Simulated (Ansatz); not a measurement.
Perovskite alloy of SrTiO3 and BaTiO3 (5 of 8 Sr sites exchanged), 40 atoms

Ansatz, PAW, plane waves. PBEsol relaxation of volume and atoms (shape held) at the single k point (¼, ¼, ¼) without its symmetry partners; single points on the relaxed atoms at the single k point (¼, ¼, ¼) without its symmetry partners, onto which points of the small cell's zone fold. Arrangement: quasirandom. No spin–orbit coupling unless named.

Relaxed structure:

```cif
data_structure
_symmetry_space_group_name_H-M 'P 1'
_symmetry_Int_Tables_number 1
_cell_length_a 7.9046
_cell_length_b 7.9046
_cell_length_c 7.9046
_cell_angle_alpha 90.000
_cell_angle_beta 90.000
_cell_angle_gamma 90.000
_cell_volume 493.91
loop_
_atom_site_label
_atom_site_type_symbol
_atom_site_fract_x
_atom_site_fract_y
_atom_site_fract_z
_atom_site_occupancy
Ba1 Ba 0.99672 0.99638 0.99760 1
Ba2 Ba 0.99664 0.99643 0.49748 1
Ba3 Ba 0.99687 0.49675 0.99780 1
Ba4 Ba 0.99674 0.49655 0.49744 1
Ba5 Ba 0.49735 0.99658 0.49764 1
Sr1 Sr 0.49467 0.99306 0.99462 1
Sr2 Sr 0.49479 0.49382 0.99487 1
Sr3 Sr 0.49466 0.49357 0.49410 1
Ti1 Ti 0.24616 0.24279 0.24149 1
Ti2 Ti 0.24566 0.24297 0.74403 1
Ti3 Ti 0.24642 0.74083 0.24189 1
Ti4 Ti 0.24615 0.74044 0.74384 1
Ti5 Ti 0.73893 0.24354 0.24185 1
Ti6 Ti 0.73882 0.24358 0.74462 1
Ti7 Ti 0.73891 0.74115 0.24220 1
Ti8 Ti 0.73893 0.74079 0.74460 1
O1 O 0.26001 0.25400 0.00439 1
O2 O 0.25754 0.25544 0.50524 1
O3 O 0.25935 0.75150 0.00449 1
O4 O 0.25733 0.74850 0.50513 1
O5 O 0.74625 0.25393 0.00453 1
O6 O 0.74771 0.25482 0.50538 1
O7 O 0.74714 0.75179 0.00467 1
O8 O 0.74796 0.74952 0.50547 1
O9 O 0.00560 0.25232 0.25160 1
O10 O 0.00544 0.25249 0.75355 1
O11 O 0.00566 0.75091 0.25200 1
O12 O 0.00559 0.75056 0.75336 1
O13 O 0.50324 0.25691 0.25299 1
O14 O 0.50315 0.25538 0.75638 1
O15 O 0.50321 0.75035 0.25137 1
O16 O 0.50325 0.75191 0.75802 1
O17 O 0.25730 0.00406 0.24957 1
O18 O 0.25755 0.00420 0.75649 1
O19 O 0.25940 0.50343 0.25253 1
O20 O 0.25999 0.50334 0.75509 1
O21 O 0.74799 0.00441 0.25059 1
O22 O 0.74770 0.00433 0.75589 1
O23 O 0.74710 0.50361 0.25284 1
O24 O 0.74627 0.50347 0.75500 1
```

Problem. What are the mean bond lengths by pair (pairs within 1.2 times the sum of covalent radii, less contacts 15 % beyond the pair's median; cation–cation pairs of compounds aside; long ionic contacts are cut short by that bound)?

Solution. Ba–O 2.813 ± 0.049 Å (standard deviation, 60 bonds); O–Sr 2.768 ± 0.076 Å (standard deviation, 36 bonds); O–Ti 1.980 ± 0.095 Å (standard deviation, 48 bonds).

Problem. What gap lies between the top filled and the lowest empty level in the single points?

Solution. r²SCAN 3.28 eV (42 s on 2 threads of EPYC 7R13). Away from Γ this isn't the crystal's band gap.
